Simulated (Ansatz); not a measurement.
Data:

B$_{2}$CO:
```cif
data_C2B4O2
_chemical_formula_sum 'C2 O2 B4'
_space_group_name_H-M_alt 'P 1'
_space_group_IT_number 1
_cell_length_a 4.58316
_cell_length_b 4.58316
_cell_length_c 4.58316
_cell_angle_alpha 132.051
_cell_angle_beta 132.051
_cell_angle_gamma 70.148
loop_
_space_group_symop_operation_xyz
  'x, y, z'
loop_
_atom_site_label
_atom_site_type_symbol
_atom_site_fract_x
_atom_site_fract_y
_atom_site_fract_z
_atom_site_occupancy
C1 C 0.00000 0.00000 0.00000 1
C2 C 0.75000 0.25000 0.50000 1
O1 O 0.50000 0.50000 0.00000 1
O2 O 0.25000 0.75000 0.50000 1
B1 B 0.37500 0.35373 0.47873 1
B2 B 0.87500 0.89627 0.52127 1
B3 B 0.64627 0.12500 0.02127 1
B4 B 0.10373 0.62500 0.97873 1
```

This is the PBE-relaxed structure.

Task: All from DFT-PBE in the program Ansatz with PAW potentials, unless another level is named. Estimate the electron effective mass.

Result: 0.45 mₑ (isotropic).

Task: Predict the smallest direct gap on the standard path.

Result: 3.63 eV.

Task: Give the band gap.

Result: 2.94 eV (indirect).

Task: Predict the valence-band maximum.

Result: on the Γ–X line, 27 % of the way from Γ.

Space group I-42d (chalcopyrite). The start of the workflow was typed in or built on a structure type; neither database checked (COD, Materials Project) lists it. Whether it is the stable phase at ambient conditions was not checked. The PBE relaxation kept the symmetry of its start; whether a distortion lowers the energy is not shown.

Potentials: the earlier of the program's two PAW sets.
